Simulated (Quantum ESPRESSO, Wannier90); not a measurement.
# Wannierisation of Ir (fcc (Cu type))

```xyz
1
Lattice="0.0000 1.9270 1.9270 1.9270 0.0000 1.9270 1.9270 1.9270 0.0000" Properties=species:S:1:pos:R:3 pbc="T T T"
Ir     0.0000     0.0000     0.0000
```

Materials Project entry mp-101; symmetrised, unrelaxed at this level. This is the element's usual structure. Method: PBEsol plane waves in Quantum ESPRESSO 7.5 (PseudoDojo norm-conserving files, 55 Ry, spinors with spin-orbit coupling), Bloch states on a 10×10×10 mesh through Γ, Wannier90 4.0.1. Density: 18×18×18 mesh, cold smearing 0.01 Ry.

Base run: 18 functions from bands 9-42 of the 42 computed, start hydrogen-like Ir: s;p;d, centres 0.05 Å off the atoms, frozen window up to 1.50 eV relative to the Fermi level, outer window open. One setting was then changed (edges relative to the Fermi level; misfit to pw.x on a path, for states up to 1.0 eV relative to the Fermi level).

```
run      Ω_I (Å²)  rms misfit (meV)  worst (meV)
-------  --------  ----------------  -----------
base        15.78               2.3           11
changed     23.37                13          139
```

**Question.** Which change was made?
A. only the lowest 20 of the kept bands
B. frozen window to 0.50 eV
C. frozen window to 3.50 eV
D. no frozen window
E. frozen window to -1.50 eV

**Answer.** A, only the lowest 20 of the kept bands. The others give:

| run | Ω_I (Å²) | rms misfit (meV) | worst (meV) |
|---|---|---|---|
| frozen window to -1.50 eV | 15.74 | 20 | 117 |
| frozen window to 0.50 eV | 15.77 | 3.8 | 39 |
| frozen window to 3.50 eV | 15.84 | 1.9 | 8.5 |
| no frozen window | 15.02 | 849 | 3093 |
